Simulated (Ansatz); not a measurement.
This run works on a generated trial structure, not on a known crystal.

Input and command of a plane-wave DFT calculation in Ansatz:

```yaml
crystal:
  lattice:
    - [4.2025734, 0.0, 0.0]
    - [-2.1012867, 3.63953532, 0.0]
    - [0.0, 0.0, 5.16032192]
  atoms:
    - { symbol: Zn, position: [0.5, 0.0, 0.5] }
    - { symbol: Zn, position: [0.0, 0.5, 0.5] }
    - { symbol: Zn, position: [0.5, 0.5, 0.5] }
    - { symbol: Sn, position: [0.0, 0.0, 0.5] }
    - { symbol: O, position: [0.0, 0.0, 0.0] }
basis:
  ecutwfc: 420
kpoints:
  mp_grid: { grid: [6, 6, 4] }
hamiltonian:
  xc: pbe
scf:
  occupations: { method: gaussian, width: 0.1 }
  lower_state_search: "off"
output:
  forces: true
  stress: true
  eigenvalues: true
relax:
  adjacent_minimum: "off"
  f_tol: 0.04
  max_steps: 70
  cell: { stress_tol: 0.4 }
```

```bash
ansatz run input.yaml --threads 1 --pin off --max-ram 2560MiB --backend cpu --events-out ev --progress --plain --runs-dir out
```

Processor: AMD EPYC (Zen 3), 1 thread, on a host shared with other jobs.

Task: How long does it run, and how much memory does it take?

Result: About 2.6 min, peak memory 0.44 GiB. It solves 34 bands at 21 k points (after reduction by symmetry) with about 2119 plane waves (on the last cell), in 109 SCF iterations over 16 ionic steps.
